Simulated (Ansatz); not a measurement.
Property card for Y

Y:
Space group Fm-3m (No. 225); a = b = c = 4.977 Å, α = β = γ = 90.00°

```csv
atom,site,symmetry,x,y,z
Y,4a,m-3m,0.0000,0.0000,0.0000
```
(The calculation used a cell of 1 atom; values per cell refer to that cell.)

Space group Fm-3m (No. 225), fcc (Cu type); conventional cell a = b = c = 4.977 Å, α = β = γ = 90.00°.

Method: PBEsol in the plane-wave PAW code Ansatz. Geometry: relaxed at this level of theory. Other levels are named where they apply.

**Cell and energy**

| Item | Result |
|---|---|
| Volume per atom | 30.82 Å³ |
| Density | 4.79 g/cm³ |

**Electronic structure**

| Item | Value |
|---|---|
| Electronic character | metallic (no gap) |
| Density of states at the Fermi level | 1.5 states/eV per atom (mean over ±0.08 eV) |
| Gap with spin–orbit coupling | none (metallic) |

**Mechanics**

| Item | Value |
|---|---|
| Bulk modulus (Birch–Murnaghan fit) | 41.7 GPa |
| Pressure derivative B′ | 3.2 |
| Elastic constants (relaxed ions, GPa) | C11 = 60.5, C12 = 31.9, C44 = 33.6 |
| Mechanical stability | stable (all eigenvalues of C positive) |
| Hill bulk and shear moduli | 41.5 and 23.9 GPa |
| Young's modulus | 60.0 GPa |
| Poisson's ratio | 0.26 |
| Debye temperature from the elastic constants | 235 K |

**Phonons**

| Property | Value |
|---|---|
| Dynamical stability on the path | stable (no imaginary branch) |
| Zero-point energy | 19.1 meV/atom |
| Vibrational entropy at 300 K | 43.9 J/(K·mol of atoms) |

The first step of the workflow began from a Materials Project structure, measured or hypothetical; the Crystallography Open Database files this formula in space group No. 225, but the cells were not matched. It is not the phase usual at ambient conditions (space group No. 194). Symmetry was held in the PBEsol relaxation. The run is not spin-polarised. As this level gives no gap, shear constants depend on the k-mesh and smearing (Fermi–Dirac, 0.1 eV here). As this level gives no gap, phonon frequencies hold no LO–TO term and depend on the k-mesh and smearing (Fermi–Dirac, 0.1 eV here). Spin–orbit coupling is left out wherever it is not named.

Potentials: the earlier of the program's two PAW sets. The files were generated under PBE; for other functionals the program regenerates the frozen cores, and for LDA and PBEsol the local potential too.
